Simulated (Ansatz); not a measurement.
**TaN: from a starting cell to a relaxed one**

The start is a generated cell, TaN placed in the FeSi structure type. The cell and all atomic positions are relaxed at zero pressure with r2SCAN (plane waves to 500 eV, PAW, scalar-relativistic; Ansatz, a first-principles code). First-step values are on the input's coarse k-mesh.

Ansatz input (later rounds restart from its end on a renewed k-mesh):
Ansatz 0.2 input:
```yaml
crystal:
  lattice:
    - [4.343322, 0, 0]
    - [0, 4.343322, 0]
    - [0, 0, 4.343322]
  atoms:
    - { symbol: Ta, position: [0.13652, 0.13652, 0.13652] }
    - { symbol: Ta, position: [0.63652, 0.36348, 0.86348] }
    - { symbol: Ta, position: [0.86348, 0.63652, 0.36348] }
    - { symbol: Ta, position: [0.36348, 0.86348, 0.63652] }
    - { symbol: N, position: [0.8424, 0.8424, 0.8424] }
    - { symbol: N, position: [0.3424, 0.6576, 0.1576] }
    - { symbol: N, position: [0.1576, 0.3424, 0.6576] }
    - { symbol: N, position: [0.6576, 0.1576, 0.3424] }
basis: { ecutwfc: 500, ecutrho_ratio: 4, xc_grid: 4, fft_grid_basis: typed }
kpoints: { mp_grid: { grid: [5, 5, 5] } }
hamiltonian:
  xc: r2scan
  dispersion: none
  pseudopotentials: { kind: paw }
scf: { occupations: { method: fermi_dirac, width: 0.05 } }
relax: { f_tol: 0.01, max_steps: 100, cell: { stress_tol: 0.02 } }
output: { forces: true, stress: true }
```

Initial pressure: +25 GPa (positive: the cell is compressed)
Largest initial force: about 2.1 eV/Å, on Ta1, Ta2, Ta3, Ta4 (atoms numbered as listed)
Shortest distances (start → end): The closest pairs of elements (up to four, under 3.6 Å), start → end: N–Ta 2.21 → 2.20 Å; Ta–Ta 2.66 → 3.00 Å; N–N 2.69 → 3.00 Å
Band gap at the end: zero (metallic)
Optimiser moves: 14

The end point of the relaxation:

```cif
data_N4Ta4
_chemical_formula_sum 'Ta4 N4'
_space_group_name_H-M_alt 'P213'
_space_group_IT_number 198
_space_group_name_Hall 'P 2ac 2ab 3'
_cell_length_a 4.39736
_cell_length_b 4.39736
_cell_length_c 4.39736
_cell_angle_alpha 90.000
_cell_angle_beta 90.000
_cell_angle_gamma 90.000
loop_
_atom_site_label
_atom_site_type_symbol
_atom_site_symmetry_multiplicity
_atom_site_Wyckoff_symbol
_atom_site_fract_x
_atom_site_fract_y
_atom_site_fract_z
_atom_site_occupancy
Ta1 Ta 4 a 0.23051 0.23051 0.23051 1
N1 N 4 a 0.76867 0.76867 0.76867 1
```

Final values are on a 11×11×11 k-mesh of the relaxed cell. No spin polarisation in the result.

The run could not lose the symmetry of its start, so the end can be a saddle point.

The relaxed structure here is a generated cell of TaN: the first start was made by placing the elements on the sites of a structure type, and the end was not matched to a known phase here, so it may be hypothetical. Known forms of TaN include space group No. 225.
